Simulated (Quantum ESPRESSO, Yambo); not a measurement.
# Levels of theory for the gap of FeP₂

FeP2 (space group Pnnm, No. 58): one geometry, one set of norm-conserving LDA (Quantum ESPRESSO, 90 Ry, scalar-relativistic) orbitals, self-energies from Yambo (2×2×4 Γ-centred k mesh, bands 9 to 150 and a 8 Ry block in the screening, 150 bands in G with the Bruneval-Gonze terminator, plasmon pole fitted at 27.2 eV).

The geometry is that of Materials Project entry mp-20027, symmetrised and not relaxed again.

| level | gap Γ → (0, 0, 0.25) (eV) | direct gap at (0, 0, 0.25) (eV) | rough Yambo cost |
|---|---|---|---|
| LDA (Quantum ESPRESSO) | 0.34 | 0.90 | – |
| exchange only (Hartree-Fock self-energy on LDA orbitals) | 8.56 | 8.59 | about 1/8 (14 states) |
| static COHSEX@LDA | 0.42 | 1.37 | within a factor of two (3 states) |
| G0W0@LDA, plasmon pole | 0.39 | 1.09 | 1 (14 states) |
| G0W0@LDA, multipole fit to 8 frequencies, no terminator | 0.39 | 1.09 | within a factor of two (3 states) |
| G0W0@LDA, plasmon pole, no terminator | 0.38 | 1.11 | about 1/10 (3 states, screening reused) |

Bare exchange has no screening and gives the widest gap; static COHSEX screens it but leaves out the frequency dependence, which G0W0 restores. All rows use the LDA edge points; in the exchange only run other k points give a smaller gap, 5.70 eV.

Costs are rough ratios of core time on shared machines.

Nearest settings tried, and what they do to the gap: 100 bands in G: +5 meV; 100 bands in W, 100 bands in G: +15 meV; 3 Ry block (45 vectors against 209): +431 meV. Not varied: mesh. So the settings aren't converged at that level. The k mesh is coarse.

The structure is a Materials Project entry; no match was found in the copy of COD used, and its stability was not checked.

The runs are not spin-polarised; magnetic order was not tried.
